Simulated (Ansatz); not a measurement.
TaC (rock salt), conventional cell a = 4.476 Å, b = 4.476 Å, c = 4.476 Å, α = 90.00°, β = 90.00°, γ = 90.00°. The calculation uses the primitive cell of 2 atoms, to which meshes and values per cell refer.

The volume is varied about the relaxed value V₀ at fixed cell shape. Symmetry pins the atoms to their sites.

The numbers are results of PBE (plane waves to 420 eV, PAW, scalar-relativistic; Ansatz, a first-principles code), not measurements. k mesh 18×18×18 (Γ-centred), Fermi-Dirac smearing 0.05 eV. E stands for the smeared free energy. Stress and pressure are positive under compression. Spin-orbit coupling is left out, though Ta is heavy. TaC is run without spin polarisation. TaC was relaxed with its symmetry unable to fall. The PAW data are Ansatz's earlier set. ΔE is measured from the relaxed starting cell.

```json
[
 {"a (Å)": "4.3214", "ΔE (eV/atom)": "0.136", "P (GPa)": "42.6"},
 {"a (Å)": "4.3532", "ΔE (eV/atom)": "0.084", "P (GPa)": "32.2"},
 {"a (Å)": "4.3845", "ΔE (eV/atom)": "[?]", "P (GPa)": "22.8"},
 {"a (Å)": "4.4154", "ΔE (eV/atom)": "[?]", "P (GPa)": "14.4"},
 {"a (Å)": "4.4458", "ΔE (eV/atom)": "0.005", "P (GPa)": "6.8"},
 {"a (Å)": "4.4759", "ΔE (eV/atom)": "0.000", "P (GPa)": "0.0"},
 {"a (Å)": "4.5055", "ΔE (eV/atom)": "0.004", "P (GPa)": "-6.2"},
 {"a (Å)": "4.5348", "ΔE (eV/atom)": "[?]", "P (GPa)": "-11.7"},
 {"a (Å)": "4.5637", "ΔE (eV/atom)": "0.037", "P (GPa)": "-16.7"},
 {"a (Å)": "4.5922", "ΔE (eV/atom)": "0.063", "P (GPa)": "-21.2"},
 {"a (Å)": "4.6204", "ΔE (eV/atom)": "[?]", "P (GPa)": "-25.3"}
]
```

Task: Fill in the missing entries.

Result: 
- 4.3845, ΔE (eV/atom): 0.045
- 4.4154, ΔE (eV/atom): 0.019
- 4.5348, ΔE (eV/atom): 0.017
- 4.6204, ΔE (eV/atom): 0.096

(Under strain, the slope of the energy per volume gives the stress and its curvature an elastic modulus.)
